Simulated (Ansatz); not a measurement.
## YbB2Ru3 with scf.algorithm, scf.n_extra_bands changed

Level of theory: PBEsol, no spin polarisation, scalar-relativistic; Ansatz, plane waves to 420 eV (PAW set soft_2), k-mesh 9×9×10. These are the settings of the reference run.

Cell:

```
Yb B Ru
1.0
     5.45957    0.00000    0.00000
    -2.72978    4.72812    0.00000
     0.00000    0.00000    2.96246
Yb B Ru
1 2 3
Cartesian
  0.0000 0.0000 0.0000
  0.0000 3.1521 0.0000
  2.7298 1.5760 0.0000
  2.7298 0.0000 1.4812
  1.3649 2.3641 1.4812
  -1.3649 2.3641 1.4812
```

The reference run of this cell is solved again as a single point with these keys changed:

| key | reference run | changed run |
| --- | --- | --- |
| scf.algorithm | not typed | density_mixing |
| scf.n_extra_bands | not typed | 4 |

**Question.** How does the changed run end?

**Answer.** 

| quantity | reference run | changed run |
| --- | --- | --- |
| energy, changed less reference (meV an atom) | 0 | 0.0 |
| pressure (GPa) | 0.0 | 0.0 |
| largest force (eV/Å) | 0.00 | 0.00 |
| gap on the mesh (eV) | 0.00 | 0.00 |

The results hardly move, so these settings together matter little here, or the typed value is the one that the program takes anyway. It took 9 iterations from the trained starting density.

Caveats: the reference run: 4f shell without a U, which puts 4f levels too near the Fermi level; a single point, atoms not relaxed again.
